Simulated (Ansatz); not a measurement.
AlRh:
```xyz
2
Lattice="2.9774 0.0000 0.0000 0.0000 2.9774 0.0000 0.0000 0.0000 2.9774" Properties=species:S:1:pos:R:3 pbc="T T T"
Al     0.0000     0.0000     0.0000
Rh     1.4887     1.4887     1.4887
```

Relaxed with r²SCAN. Special points in fractions of this cell's reciprocal vectors: Γ (0.000, 0.000, 0.000); X (0.000, 0.500, 0.000); M (0.500, 0.500, 0.000); R (0.500, 0.500, 0.500).

Q: List the band energies nearest the Fermi level at these points for plane-wave PAW r²SCAN (Ansatz code).

A: In eV from the Fermi level; about four levels below and three above (degenerate sets whole), none deeper than 8.9 eV; points with the same levels are listed once.

| k | below | above |
|---|---|---|
| Γ | -5.22 -5.22 -1.89 -1.89 -1.89 | 5.41 5.41 5.41 |
| X | -4.47 -3.45 -3.45 -1.67 | 0.32 6.85 10.45 10.45 |
| M | -3.09 -3.09 -2.75 -2.75 -0.56 | 3.68 4.74 10.62 |
| R | -6.29 -6.29 -6.29 -0.48 -0.48 | 2.33 2.95 2.95 2.95 |

Space group Pm-3m (CsCl type). The first step of the workflow began from a Materials Project structure, measured or hypothetical; the Crystallography Open Database copy checked does not list it. With Al and Rh taken as one species the cell has the higher symmetry Im-3m, so it may be an ordered model of a mixed-site phase. Its standing as an ambient phase is unchecked. The r²SCAN relaxation kept the symmetry of its start; of distortions, only those at the zone centre were tested. No spin polarisation was allowed. Spin–orbit coupling is left out wherever it is not named.

Potentials: the later of the program's two PAW sets.
